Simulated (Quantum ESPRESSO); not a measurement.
## RuTi3W4 in 5 site orders

Calculated results; nothing here was measured. They come from Quantum ESPRESSO 7.5, a public plane-wave density functional program. Each row is one single-point run on a made-up periodic cell of eight metal atoms, with elements, volume, strain and displacements drawn at random and not relaxed, so a cell may be unstable or far from any real phase. There is no spin polarisation or spin-orbit coupling.

Settings: PBE unless stated; PseudoDojo standard norm-conserving files; Fermi-Dirac width 0.25 eV, which means electrons at about 2900 K; cutoff 1143 eV; 6 x 5 x 4 k mesh shifted half a step off Gamma. E is the free energy of the whole cell (internal energy minus TS), so a -TS column is already part of it. Stress is positive in tension, and the pressure P is minus a third of its trace.

Checks: one run of this series was repeated at a higher cutoff and on a denser mesh, which moved values by no more than 0.008 eV, 0.09 GPa and 0.009 eV/Å, and a second program with other atomic files agreed on it to 2 % rms in force and 0.5 GPa in pressure. Known limits: heavy elements are run without spin-orbit coupling, which real alloys of them have; a spin test at this wide smearing found no moment, but such smearing suppresses magnetism that the real alloy may have.

The lattice is face-centred cubic, and the cell vectors in Å are (-3.873, -0.021, 0.053); (-0.074, -3.927, 3.945); (0.005, 5.819, 1.901), a volume of 117.76 Å³. The runs move one Ru atom among sites that otherwise hold W, on the same eight displaced sites. E is counted from run 1, and the rms force is over all 24 components. Nothing is relaxed, so E mixes bonding between neighbours with strain on unrelaxed sites, and it is not an ordering energy.

```
run,elements on sites 1 to 8,E (eV),-TS (eV),rms force (eV/Å),largest force (eV/Å),P (GPa)
1,Ru W Ti Ti Ti W W W,0.000,-1.907,0.749,1.96,25.97
2,W Ru Ti Ti Ti W W W,0.093,-1.935,0.930,2.38,26.20
3,W W Ti Ti Ti Ru W W,-0.142,-1.907,0.724,2.23,25.36
4,W W Ti Ti Ti W Ru W,0.153,-1.928,0.990,2.52,26.68
5,W W Ti Ti Ti W W Ru,-0.080,-1.884,0.866,2.46,?
```

## Worked fit

A straight line through the runs shown gives P = 25.94 + 4.20 E GPa with E in eV, an error of 0.53 on the slope and a scatter of 0.12 GPa. At this fixed volume the orders of higher energy tend to have the higher pressure.

## Withheld value

Question: what pressure should run 5 give?

The fit gives 25.60 ± 0.14 GPa. The calculation gave 25.91 GPa. This run lies off the fit by more than twice that error, so something that the fit leaves out matters here.
